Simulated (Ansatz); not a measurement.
ReC in space group Pm-3m (No. 221; Re on 3c, C on 3d) under volume change, the program Ansatz at the PBE level (PAW), scaled uniformly.

```json
[
 {"V (Å³/atom)": "10.649", "E − E(relaxed) (meV/atom)": "118.0", "P (GPa)": "39.04"},
 {"V (Å³/atom)": "11.000", "E − E(relaxed) (meV/atom)": "49.5", "P (GPa)": "23.87"},
 {"V (Å³/atom)": "11.352", "E − E(relaxed) (meV/atom)": "11.7", "P (GPa)": "10.98"},
 {"V (Å³/atom)": "11.703", "E − E(relaxed) (meV/atom)": "0.0", "P (GPa)": "0.02"},
 {"V (Å³/atom)": "12.054", "E − E(relaxed) (meV/atom)": "10.4", "P (GPa)": "-9.29"},
 {"V (Å³/atom)": "12.405", "E − E(relaxed) (meV/atom)": "39.7", "P (GPa)": "-17.20"},
 {"V (Å³/atom)": "12.756", "E − E(relaxed) (meV/atom)": "84.9", "P (GPa)": "-23.90"}
]
```

What does a third-order Birch–Murnaghan fit give for V₀, B₀ and B′?

V₀ = 11.70 Å³/atom, B₀ = 336 GPa, B′ = 4.4.

The start of the workflow was typed in or built on a structure type; neither database checked (COD, Materials Project) lists it. Its standing as an ambient phase is unchecked. Symmetry was held in the PBE relaxation; whether a distortion lowers the energy is not shown. The run is not spin-polarised. Its formation energy is positive at this level, so the cell may be metastable or incomplete. Scalar-relativistic: spin–orbit coupling is off unless named, which matters more the heavier the elements.

Potentials: the earlier of the program's two PAW sets.
